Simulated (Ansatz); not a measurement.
Is this Zr3TiN4 structure a true minimum?

The cell was found from a structure generator's guess, not taken from experiment.

Computed with DFT PBE, scalar-relativistic, plane waves, PAW (Ansatz). Settings: cutoff 420 eV, Γ-centred mesh 8×8×8 on the computed 8-atom cell, Gaussian smearing of 0.10 eV; no spin polarisation.

The cell below (8 atoms, space group Pm-3m (No. 221)) is relaxed within its symmetry.

```cif
data_structure
_symmetry_space_group_name_H-M 'P 1'
_symmetry_Int_Tables_number 1
_cell_length_a 4.5273
_cell_length_b 4.5273
_cell_length_c 4.5273
_cell_angle_alpha 90.000
_cell_angle_beta 90.000
_cell_angle_gamma 90.000
_cell_volume 92.79
loop_
_atom_site_label
_atom_site_type_symbol
_atom_site_fract_x
_atom_site_fract_y
_atom_site_fract_z
_atom_site_occupancy
Zr1 Zr 0.00000 0.00000 0.50000 1
Zr2 Zr 0.50000 0.00000 0.00000 1
Zr3 Zr 0.00000 0.50000 0.00000 1
Ti1 Ti 0.50000 0.50000 0.50000 1
N1 N 0.50000 0.50000 0.00000 1
N2 N 0.00000 0.50000 0.50000 1
N3 N 0.50000 0.00000 0.50000 1
N4 N 0.00000 0.00000 0.00000 1
```

For the test it was strained at random (σ = 1.5 % a component), the atoms were moved at random (σ = 0.05 Å), and all was relaxed again on a coarse 6×6×6 mesh (in the run’s order of axes) with 0.20 eV smearing, with no symmetry imposed.

Question: What happens?

Answer: It returns, within 1 meV/atom of the unmoved cell on that mesh and with the same symmetry when read at 0.1 Å. So it is stable against the distortions that fit this cell and that this random move excites. Modes that don't fit the cell aren't tested.
